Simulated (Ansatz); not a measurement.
A geometry of Nb away from equilibrium: the start of the relaxation of a relaxed Nb cell, doubled along one cell vector, shaken by Gaussian noise of σ = 0.08 Å a coordinate. These are r2SCAN (plane waves to 500 eV, PAW, scalar-relativistic; Ansatz, a first-principles code) values and carry that method's errors. Γ-centred k-mesh 14×7×14 on the run's cell (coarser than for final values), Fermi–Dirac smearing 0.05 eV.

```xyz
2
Lattice="-1.6513 1.6513 1.6513 3.3027 -3.3027 3.3027 1.6513 1.6513 -1.6513" Properties=species:S:1:pos:R:3:forces:R:3 pbc="T T T" free_energy=-9127.211 pressure_GPa=1.7
Nb     0.0798     0.0756    -0.0543    0.5293    0.0671    0.6203
Nb     1.8135    -1.5630     1.7118   -0.5293   -0.0671   -0.6203
```

Positions in Å, forces in eV/Å, free energy of the cell in eV (comparable only within this code, potentials and settings). Largest force: 0.82 eV/Å, on Nb1, Nb2 (atoms numbered as listed); the geometry lies 0.03 eV/atom above the end of its relaxation.

No spin polarisation in the result.

The run could not lose the symmetry of its start.
